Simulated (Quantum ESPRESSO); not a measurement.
# Hf3YO7F: input and log of a self-consistent run

Computed values, not a measurement. The program is pw.x of Quantum ESPRESSO 7.5 (plane-wave density functional theory). The cell is made up: 12 atoms on a fluorite lattice, with randomly drawn elements, strain and displacements, not relaxed. PseudoDojo standard norm-conserving files (v0.5 for PBE, v0.4.1 for LDA and PBEsol) set the functional; there is no spin polarisation, spin-orbit coupling or dispersion term, and the masses in the input are unused placeholders.

The hafnium pseudopotential is less sure than the others, with forces about 3 percent (worst 6) and pressure in oxides about 1.5 GPa (worst 2.7) from a second method in checks, which no rerun with the same files tests.

Input:

```
&control calculation='scf', pseudo_dir='./dojo.nc.sr.pbe.v0_5.standard.upf', outdir='./o', disk_io='low', tprnfor=.true., tstress=.true. /
&system ibrav=0, nat=12, ntyp=4, nbnd=54, ecutwfc=84.00895049, nosym=.true., tot_charge=0,
 occupations='smearing', smearing='fd', degauss=0.0018374661
/
&electrons conv_thr=7.350e-09, electron_maxstep=60, /
ATOMIC_SPECIES
F 1.0 F.upf
Hf 1.0 Hf.upf
O 1.0 O.upf
Y 1.0 Y.upf
CELL_PARAMETERS angstrom
5.0935 -0.0517 -0.0565
-0.0517 5.0873 0.0258
-0.0565 0.0258 4.9805
ATOMIC_POSITIONS angstrom
Hf -0.0284 -0.0142 0.0104
Y -0.055 2.5803 2.4776
Hf 2.5568 -0.0328 2.5046
Hf 2.5427 2.462 0.0324
O 1.2187 1.2481 1.237
O 1.2468 1.2804 3.7659
O 1.2151 3.8127 1.239
O 1.209 3.8718 3.7012
O 3.7503 1.288 1.2348
F 3.8067 1.2597 3.7411
O 3.797 3.7767 1.2818
O 3.7052 3.7629 3.6959
K_POINTS automatic
4 4 5 1 1 1
```

The log is shortened where brackets say so; the opening notice, blank lines, dates and the lines on written files are dropped, and the path of the files is cut. It prints rydbergs, bohrs and kilobars, and counts compression as positive stress. With no partly filled state, the Fermi energy that it prints is only some level between the filled and the empty states on the mesh, and need not lie in the true gap.

```
     Program PWSCF v.7.5
     Parallel version (MPI & OpenMP), running on       4 processor cores
     Number of MPI processes:                 4
     Threads/MPI process:                     1
     [start-up lines left out]
     bravais-lattice index     =            0
     lattice parameter (alat)  =       9.6264  a.u.
     unit-cell volume          =     870.6886 (a.u.)^3
     number of atoms/cell      =           12
     number of atomic types    =            4
     number of electrons       =        96.00
     number of Kohn-Sham states=           54
     kinetic-energy cutoff     =      84.0090  Ry
     charge density cutoff     =     336.0358  Ry
     scf convergence threshold =      7.3E-09
     mixing beta               =       0.7000
     number of iterations used =            8  plain     mixing
     Exchange-correlation= PBE
                           (   1   4   3   4   0   0   0)
     [axes and pseudopotential details left out]
   Cartesian axes
     site n.     atom                  positions (alat units)
         1        Hf     tau(   1) = (  -0.0055751  -0.0027876   0.0020416  )
         2        Y      tau(   2) = (  -0.0107969   0.5065296   0.4863689  )
         3        Hf     tau(   3) = (   0.5019164  -0.0064389   0.4916692  )
         4        Hf     tau(   4) = (   0.4991485   0.4833065   0.0063603  )
         5        O      tau(   5) = (   0.2392387   0.2450101   0.2428311  )
         6        O      tau(   6) = (   0.2447549   0.2513508   0.7392705  )
         7        O      tau(   7) = (   0.2385320   0.7484577   0.2432237  )
         8        O      tau(   8) = (   0.2373345   0.7600594   0.7265695  )
         9        O      tau(   9) = (   0.7362081   0.2528427   0.2423992  )
        10        F      tau(  10) = (   0.7472798   0.2472873   0.7344021  )
        11        O      tau(  11) = (   0.7453757   0.7413906   0.2516256  )
        12        O      tau(  12) = (   0.7273547   0.7386816   0.7255291  )
     number of k points=    40  Fermi-Dirac smearing, width (Ry)=  0.0018
                       cart. coord. in units 2pi/alat
        k(    1) = (   0.1274358   0.1259388   0.1030737), wk =   0.0500000
        k(    2) = (   0.1296949   0.1249242   0.3076654), wk =   0.0500000
     [further k points left out]
     Dense  grid:    90499 G-vectors     FFT dimensions: (  60,  60,  60)
     Estimated max dynamical RAM per process >     253.17 MB
     Estimated total dynamical RAM >     946.39 MB
     Initial potential from superposition of free atoms
     starting charge      95.9899, renormalised to      96.0000
     Starting wfcs are   72 randomized atomic wfcs
     total cpu time spent up to now is        3.8 secs
     per-process dynamical memory:   186.2 Mb
     Self-consistent Calculation
     iteration #  1     ecut=    84.01 Ry     beta= 0.70
     Davidson diagonalization with overlap
     ethr =  1.00E-02,  avg # of iterations =  2.0
     total cpu time spent up to now is        9.4 secs
     total energy              =    -700.42699594 Ry
     estimated scf accuracy    <       4.38464649 Ry
     iteration #  2     ecut=    84.01 Ry     beta= 0.70
     Davidson diagonalization with overlap
     ethr =  4.57E-03,  avg # of iterations =  4.9
     total cpu time spent up to now is       17.7 secs
     total energy              =    -700.55168664 Ry
     estimated scf accuracy    <       8.67406044 Ry
     iteration #  3     ecut=    84.01 Ry     beta= 0.70
     Davidson diagonalization with overlap
     ethr =  4.57E-03,  avg # of iterations =  3.3
     total cpu time spent up to now is       24.3 secs
     total energy              =    -702.47524667 Ry
     estimated scf accuracy    <       0.17937393 Ry
     iteration #  4     ecut=    84.01 Ry     beta= 0.70
     Davidson diagonalization with overlap
     ethr =  1.87E-04,  avg # of iterations =  5.0
     total cpu time spent up to now is       33.0 secs
     total energy              =    -702.52051341 Ry
     estimated scf accuracy    <       0.11435100 Ry
     iteration #  5     ecut=    84.01 Ry     beta= 0.70
     Davidson diagonalization with overlap
     ethr =  1.19E-04,  avg # of iterations =  5.0
     total cpu time spent up to now is       40.1 secs
     total energy              =    -702.53573815 Ry
     estimated scf accuracy    <       0.00935586 Ry
     [iterations 6 to 9 left out]
     iteration # 10     ecut=    84.01 Ry     beta= 0.70
     Davidson diagonalization with overlap
     ethr =  6.93E-08,  avg # of iterations =  2.0
     total cpu time spent up to now is       74.9 secs
     total energy              =    -702.54012045 Ry
     estimated scf accuracy    <       0.00003081 Ry
     iteration # 11     ecut=    84.01 Ry     beta= 0.70
     Davidson diagonalization with overlap
     ethr =  3.21E-08,  avg # of iterations =  2.0
     total cpu time spent up to now is       80.7 secs
     total energy              =    -702.54012135 Ry
     estimated scf accuracy    <       0.00000415 Ry
     iteration # 12     ecut=    84.01 Ry     beta= 0.70
     Davidson diagonalization with overlap
     ethr =  4.33E-09,  avg # of iterations =  4.0
     total cpu time spent up to now is       88.3 secs
     total energy              =    -702.54012313 Ry
     estimated scf accuracy    <       0.00000101 Ry
     iteration # 13     ecut=    84.01 Ry     beta= 0.70
     Davidson diagonalization with overlap
     ethr =  1.06E-09,  avg # of iterations =  2.0
     total cpu time spent up to now is       94.1 secs
     total energy              =    -702.54012324 Ry
     estimated scf accuracy    <       0.00000006 Ry
     iteration # 14     ecut=    84.01 Ry     beta= 0.70
     Davidson diagonalization with overlap
     ethr =  6.19E-11,  avg # of iterations =  4.1
     total cpu time spent up to now is      101.7 secs
     End of self-consistent calculation
          k = 0.1274 0.1259 0.1031 ( 11320 PWs)   bands (ev):
   -48.9007 -48.7658 -48.7361 -26.5244 -17.9922 -17.6323 -17.6018 -17.5609
   -17.4979 -17.4181 -17.3454 -17.3094 -17.2557 -13.0078  -7.6946  -7.5426
    -7.3350  -5.3388  -4.3364  -4.2277  -3.4511  -3.1861  -3.1169  -2.9880
     4.3769   4.4040   4.8199   6.8532   6.9244   7.2803   8.2535   8.3031
     8.4961   8.8934   9.2804   9.3562   9.8341   9.8912  10.2231  11.0085
    11.1473  11.4415  11.5589  11.7504  12.0491  12.1950  12.2789  12.5761
    16.3334  16.4812  16.6434  16.9985  17.0947  17.7780
     [levels at the other k points left out]
     the Fermi energy is    14.1237 ev
!    total energy              =    -702.54012326 Ry
     estimated scf accuracy    <          3.6E-09 Ry
     smearing contrib. (-TS)   =       0.00000000 Ry
     internal energy E=F+TS    =    -702.54012326 Ry
     The total energy is F=E-TS. E is the sum of the following terms:
     one-electron contribution =    -103.26974886 Ry
     hartree contribution      =     113.26505310 Ry
     xc contribution           =    -172.44401285 Ry
     ewald contribution        =    -540.09141465 Ry
     convergence has been achieved in  14 iterations
     Forces acting on atoms (cartesian axes, Ry/au):
     atom    1 type  2   force =     0.12441310   -0.08281435    0.07340642
     atom    2 type  4   force =     0.09484056    0.02420265   -0.00094897
     atom    3 type  2   force =    -0.12121573   -0.07774631   -0.07633320
     atom    4 type  2   force =    -0.11546418    0.09166200    0.05165885
     atom    5 type  3   force =     0.02517901   -0.02918354   -0.01717482
     atom    6 type  3   force =     0.04881928   -0.02337734    0.01548512
     atom    7 type  3   force =     0.06011507    0.03004336   -0.05471238
     atom    8 type  3   force =     0.01400130    0.03575937    0.05795189
     atom    9 type  3   force =    -0.02928417   -0.07328140   -0.05024453
     atom   10 type  1   force =    -0.02679817   -0.02120007    0.01367361
     atom   11 type  3   force =    -0.06065700    0.08229566   -0.07639993
     atom   12 type  3   force =    -0.01394906    0.04363997    0.06363793
     Total force =     0.371634     Total SCF correction =     0.000175
     Computing stress (Cartesian axis) and pressure
          total   stress  (Ry/bohr**3)                   (kbar)     P=      163.28
   0.00086171   0.00000586   0.00025529          126.76        0.86       37.55
   0.00000586   0.00093941  -0.00010879            0.86      138.19      -16.00
   0.00025529  -0.00010879   0.00152871           37.55      -16.00      224.88
     init_run     :      3.53s CPU      3.69s WALL (       1 calls)
     electrons    :     97.29s CPU     97.96s WALL (       1 calls)
     forces       :      1.38s CPU      1.43s WALL (       1 calls)
     stress       :      4.73s CPU      4.86s WALL (       1 calls)
     [timing details left out]
     PWSCF        :   1m47.04s CPU   1m48.08s WALL
     JOB DONE.
```

In other units: free energy -9558.545 eV for the cell, pressure 16.33 GPa, largest force component 3.199 eV/Å. A rerun of this cell at a cutoff of 1437 eV and k mesh 6 x 6 x 7 moved values by no more than 0.003 eV in energy, 0.04 GPa in stress and 0.002 eV/Å in force.